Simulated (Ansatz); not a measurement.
C:
```
C
1.0
    0.00000     1.78013     1.78013
    1.78013     0.00000     1.78013
    1.78013     1.78013     0.00000
C
2
Direct
  0.50000   0.50000   0.50000
  0.75000   0.75000   0.75000
```

Relaxed with r²SCAN. Special points in fractions of this cell's reciprocal vectors: Γ (0.000, 0.000, 0.000); X (0.500, 0.000, 0.500); U (0.625, 0.250, 0.625); K (0.375, 0.375, 0.750); L (0.500, 0.500, 0.500); W (0.500, 0.250, 0.750).

Q: List the band energies nearest the valence-band maximum at these points for r²SCAN in the plane-wave PAW code Ansatz.

A: In eV from the valence-band maximum; about four levels below and three above (degenerate sets whole), none deeper than 8.9 eV; … stands for higher levels left out; points with the same levels are listed once.

```
k           below          above
-  --------------  -------------
Γ  0.00 0.00 0.00              …
X     -6.68 -6.68    5.03 5.03 …
U           -5.69   6.00 11.37 …
L     -2.98 -2.98    8.94 8.94 …
W     -8.75 -8.75  11.30 11.30 …
```

Space group Fd-3m (diamond). Symmetry was held in the r²SCAN relaxation.

Potentials: the later of the program's two PAW sets.
